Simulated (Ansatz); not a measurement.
Au:
```
Au
1.0
    0.00000     3.01350     3.01350
    3.01350     0.00000     3.01350
    3.01350     3.01350     0.00000
Au
2
Direct
  0.00000   0.00000   0.00000
  0.25000   0.25000   0.25000
```

This is the PBEsol-relaxed structure.

Q: All from plane-wave PAW PBEsol (Ansatz code), unless another level is named. Estimate the bulk modulus (Birch–Murnaghan fit).

A: 68.2 GPa.

Q: What about the highest zone-centre frequency?

A: 131 cm⁻¹.

Space group Fd-3m (diamond). The start of the workflow was typed in or built on a structure type; neither database checked (COD, Materials Project) lists it. It is not the phase usual at ambient conditions (space group No. 225). The cell was relaxed with PBEsol under the symmetry of its start. At this level the phase is mechanically unstable. As this level gives no gap, phonon frequencies hold no LO–TO term and depend on the k-mesh and smearing (Fermi–Dirac, 0.1 eV here). Spin–orbit coupling is left out wherever it is not named.

Potentials: the later of the program's two PAW sets.
